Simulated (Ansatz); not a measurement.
TaN:
```
CELL_PARAMETERS angstrom
      0.00000     2.18736     2.18736
      2.18736     0.00000     2.18736
      2.18736     2.18736     0.00000
ATOMIC_POSITIONS crystal
  Ta 0.50000 0.50000 0.50000
  N  0.00000 0.00000 0.00000
```

Relaxed with PBEsol. Special points in fractions of this cell's reciprocal vectors: Γ (0.000, 0.000, 0.000); X (0.500, 0.000, 0.500); U (0.625, 0.250, 0.625); K (0.375, 0.375, 0.750); L (0.500, 0.500, 0.500); W (0.500, 0.250, 0.750).

Task: List the band energies nearest the Fermi level at these points for PBEsol with spin–orbit coupling (plane waves, PAW; program Ansatz).

Result: In eV from the Fermi level; about four levels below and three above (degenerate sets whole), none deeper than 8.9 eV; points with the same levels are listed once.

```csv
k,below,above
Γ,-2.25 -2.25 -2.25 -2.25 -1.87 -1.87,0.16 0.16 0.16 0.16
X,-4.74 -4.74 -4.40 -4.40,2.21 2.21 3.44 3.44
U,-6.14 -6.14 -2.23 -2.23,2.45 2.45 2.80 2.80
L,-7.70 -7.70 -7.61 -7.61,1.88 1.88 1.95 1.95
W,-0.21 -0.21 -0.08 -0.08,3.60 3.60 4.49 4.49
```

Space group Fm-3m (rock salt). Symmetry was held in the PBEsol relaxation; of distortions, only those at the zone centre were tested. No spin polarisation was allowed.

Potentials: the earlier of the program's two PAW sets.
